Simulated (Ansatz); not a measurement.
# Data sheet: ScPd (DFT)

ScPd:
```yaml
crystal:
  lattice:
    - [3.22918, 0.00000, 0.00000]
    - [0.00000, 3.22918, 0.00000]
    - [0.00000, 0.00000, 3.22918]
  atoms:
    - { symbol: Sc, position: [0.50000, 0.50000, 0.50000] }
    - { symbol: Pd, position: [0.00000, 0.00000, 0.00000] }
```

Space group Pm-3m (No. 221), CsCl type; conventional cell a = 3.2292 Å, b = 3.2292 Å, c = 3.2292 Å, α = 90.00°, β = 90.00°, γ = 90.00°.

Method: DFT-LDA in the program Ansatz with PAW potentials. Structure relaxed to zero pressure with the same functional. Other levels are named where they apply.

**Cell and energy**

```yaml
volume_per_atom: 16.84 Å³
density: 7.46 g/cm³
Formation energy from the elements (no fitted shifts): -0.92 eV/atom
```

**Electronic structure**

```yaml
electronic_character: metallic (no gap)
Density of states at the Fermi level: 0.70 states/eV per atom (mean over ±0.08 eV)
```

**Mechanics**

```yaml
Bulk modulus (Birch–Murnaghan fit): 133 GPa
Pressure derivative B′: 4.2
Elastic constants (relaxed ions, GPa): C11 = 176, C12 = 114, C44 = 50.4
mechanical_stability: stable (all eigenvalues of C positive)
hill_bulk_and_shear_moduli: 135 and 41.3 GPa
Young's modulus: 112 GPa
Poisson's ratio: 0.36
debye_temperature_from_the_elastic_constants: 308 K
```

**Phonons**

```yaml
highest_zone_centre_frequency: 174 cm^-1
zone_centre_stability: no imaginary mode at Γ
```

The first step of the workflow began from a Materials Project structure, measured or hypothetical; the Crystallography Open Database files this formula in space group No. 221, but the cells were not matched. Whether it is the stable phase at ambient conditions was not checked. Symmetry was held in the LDA relaxation. No spin polarisation was allowed. As this level gives no gap, shear constants depend on the k-mesh and smearing (Fermi–Dirac, 0.1 eV here). As this level gives no gap, phonon frequencies hold no LO–TO term and depend on the k-mesh and smearing (Fermi–Dirac, 0.1 eV here). The references are the lowest solids computed at this level, not always the standard phases. Spin–orbit coupling is left out wherever it is not named.

Potentials: the later of the program's two PAW sets.
